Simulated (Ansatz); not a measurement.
ZrGe:
```xyz
2
Lattice="4.1143 0.0000 0.0000 -2.0572 3.5631 0.0000 0.0000 0.0000 3.0324" Properties=species:S:1:pos:R:3 pbc="T T T"
Zr     0.0000     0.0000     0.0000
Ge     2.0572     1.1877     1.5162
```

Relaxed with r²SCAN. Special points in fractions of this cell's reciprocal vectors: Γ (0.000, 0.000, 0.000); M (0.500, 0.000, 0.000); K (0.333, 0.333, 0.000); A (0.000, 0.000, 0.500); L (0.500, 0.000, 0.500); H (0.333, 0.333, 0.500).

Question: List the band energies nearest the Fermi level at these points for r²SCAN (plane waves, PAW; program Ansatz).

Answer: In eV from the Fermi level; about four levels below and three above (degenerate sets whole), none deeper than 8.9 eV; points with the same levels are listed once.

| k | below | above |
|---|---|---|
| Γ | -2.54 -2.54 -1.79 | 3.21 3.21 3.49 |
| M | -4.76 -1.61 -1.15 | 1.57 1.60 2.06 |
| K | -4.22 -3.20 -0.14 | 0.63 1.63 2.45 |
| A | -7.50 -5.35 -1.54 -1.54 | 0.44 0.44 3.69 3.69 |
| L | -7.75 -4.25 -2.62 -2.02 | 0.80 2.13 3.00 |
| H | -7.70 -4.09 -3.82 -0.32 | 0.89 2.24 2.94 |

Space group P-6m2. A made-up cell: these elements were put on the sites of a structure type; neither database checked (COD, Materials Project) lists it. Its standing as an ambient phase is unchecked. The cell keeps a stress of up to 0.2 GPa. Symmetry was held in the r²SCAN relaxation; its stability against distortions is not shown here. The run is not spin-polarised. Scalar-relativistic: spin–orbit coupling is off unless named, which matters more the heavier the elements.

Potentials: the later of the program's two PAW sets.
